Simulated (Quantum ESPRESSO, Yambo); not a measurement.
**Levels of theory for the gap of BaO**

BaO (NiAs type, space group P6_3/mmc, No. 194): one geometry, one set of PBEsol (pw.x of Quantum ESPRESSO, ONCV potentials, with spin-orbit coupling) orbitals, self-energies from Yambo (3×3×2 Γ-centred k mesh, 244 bands and a 7 Ry block in the screening, 244 bands in G with the Bruneval-Gonze terminator, plasmon pole fitted at 27.2 eV).

Cell and atoms were relaxed with PBEsol from Materials Project entry mp-1008500, within its symmetry.

```
level                                                        gap H → (0, 0.333, 0) (eV)  direct gap at (0, 0.333, 0) (eV)                   rough Yambo cost
-----------------------------------------------------------  --------------------------  --------------------------------  ---------------------------------
PBEsol (Quantum ESPRESSO)                                                          2.70                              2.85                                  –
exchange only (Hartree-Fock self-energy on PBEsol orbitals)                       12.03                             12.20             about 1/10 (13 states)
static COHSEX@PBEsol                                                               4.39                              4.54  within a factor of two (3 states)
G0W0@PBEsol, plasmon pole                                                          3.76                              3.89                      1 (13 states)
```

Bare exchange has no screening and gives the widest gap; static COHSEX screens it but leaves out the frequency dependence, which G0W0 restores. The mesh misses a band edge: along a dense path the PBEsol gap is 2.40 eV against 2.70 eV on the mesh.

Costs are rough ratios of core time on shared machines.

Nearest settings tried, and what they do to the gap: 116 bands in W: +109 meV; 3 Ry block (43 vectors against 161): +48 meV. Not varied: bands in G, mesh. So the settings aren't converged at that level. The k mesh is coarse.

This is not the ordinary phase of the substance; no match was found in the copy of COD used, and its stability was not checked.
